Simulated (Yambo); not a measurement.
Yambo run on MoS₂ (space group P6_3/mmc, No. 194). The wavefunctions are norm-conserving PBE (Quantum ESPRESSO, 80 Ry, no spin-orbit coupling) ones on a 6×6×1 mesh (26 occupied bands); a = 3.1563 Å, b = 3.1563 Å, c = 12.1176 Å, α = 90.00°, β = 90.00°, γ = 120.00°.

Yambo input:

```
rim_cut
gw0
dyson
el_el_corr
HF_and_locXC
ppa
em1d
RandQpts= 1000000
RandGvec= 1 Ry
EXXRLvcs= 80 Ry
VXCRLvcs= 320 Ry
Chimod= "HARTREE"
% BndsRnXp
 3 | 93 |
%
NGsBlkXp= 6 Ry
% LongDrXp
 1.0 | 1.0 | 1.0 |
%
PPAPntXp= 27.2114 eV
% GbndRnge
 1 | 93 |
%
GTermKind= "none"
DysSolver= "n"
ExtendOut
% QPkrange
 1 | 1 | 26 | 26 |
 5 | 5 | 27 | 27 |
 7 | 7 | 26 | 27 |
%
```

k points by index: 1 = Γ, 5 = (0.167, 0.167, 0), 7 = K.

The o-*.qp file then holds:

```
#    K-point    Band    Eo [eV]    E [eV]    E-Eo [eV]    Vxc [eV]    Vnlxc [eV]    Sc|Eo [eV]    Sc|E [eV]    dSc/dw|Eo [eV]    Re(Z)    Im(Z)
#
    1    26    0.000000    0.591647    0.591647    -16.47598    -17.04189    1.320238    1.157562    -7.482378    0.784328    -0.001370
    5    27    0.851253    1.737350    0.886096    -15.28697    -11.24397    -2.922565    -3.156908    -7.195710    0.790863    -0.001393
    7    26    -0.778116    -0.146837    0.631280    -16.37958    -16.86789    1.291808    1.119592    -7.423855    0.785653    -0.001412
    7    27    0.966755    2.136761    1.170006    -17.65656    -13.47315    -2.691633    -3.013401    -7.482873    0.784317    -0.001498
```
(The two width columns are left out.) Convergence of these settings isn't established.

Geometry relaxed with PBE+D3(BJ).

The layers are not stacked as in the ordinary crystal (cation over anion).
